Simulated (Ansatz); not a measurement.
Pd:
```xyz
1
Lattice="2.6140 0.0000 0.0000 0.0000 2.6140 0.0000 0.0000 0.0000 2.6140" Properties=species:S:1:pos:R:3 pbc="T T T"
Pd     0.0000     0.0000     0.0000
```

Relaxed with PBE. Special points in fractions of this cell's reciprocal vectors: Γ (0.000, 0.000, 0.000); X (0.000, 0.500, 0.000); M (0.500, 0.500, 0.000); R (0.500, 0.500, 0.500).

Q: List the band energies nearest the Fermi level at these points for DFT-PBE in the program Ansatz with PAW potentials.

A: In eV from the Fermi level; about four levels below and three above (degenerate sets whole), none deeper than 8.9 eV; … stands for higher levels left out; points with the same levels are listed once.

```json
[
 {"k": "Γ", "below": "-5.91 -4.46 -4.46", "above": "…"},
 {"k": "X", "below": "-4.00 -3.85 -1.52 -1.52", "above": "0.14 …"},
 {"k": "M", "below": "-4.65 -3.36 -1.24 -1.24", "above": "1.12 …"},
 {"k": "R", "below": "-3.81 -3.81 -3.81", "above": "1.21 1.21 …"}
]
```

Space group Pm-3m (simple cubic). The cell is a constructed one: a structure type filled with these elements; neither database checked (COD, Materials Project) lists it. It is not the phase usual at ambient conditions (space group No. 225). The cell was relaxed with PBE under the symmetry of its start; whether a distortion lowers the energy is not shown. No spin polarisation was allowed. Scalar-relativistic: spin–orbit coupling is off unless named, which matters more the heavier the elements.

Potentials: the earlier of the program's two PAW sets.
